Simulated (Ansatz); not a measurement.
## Rh (omega (AlB2-type)): energy against volume

Method: Ansatz, DFT, LDA (PW92), plane waves (420 eV) with PAW, scalar-relativistic. The PAW files were generated under PBE, with cores re-solved for the functional.

The cell is scaled uniformly from the relaxed one, with fractional coordinates and shape fixed. Energies are extrapolated to zero smearing, pressures are those at the given smearing. Magnetic state: spin not included.

A Birch-Murnaghan fit gives V₀ = 13.57 Å³/atom, B₀ = 297 GPa, B₀′ = 5.0.

**Question.** What are the energy above the minimum and the pressure at 14.141 Å³/atom?

**Answer.** 20.4 meV/atom and -10.47 GPa as computed.

**Question.** What are the energy above the minimum and the pressure at 14.685 Å³/atom?

**Answer.** 72.4 meV/atom and -18.65 GPa as computed.

**Question.** What are the energy above the minimum and the pressure at 15.229 Å³/atom?

**Answer.** 148.9 meV/atom and -25.00 GPa as computed.
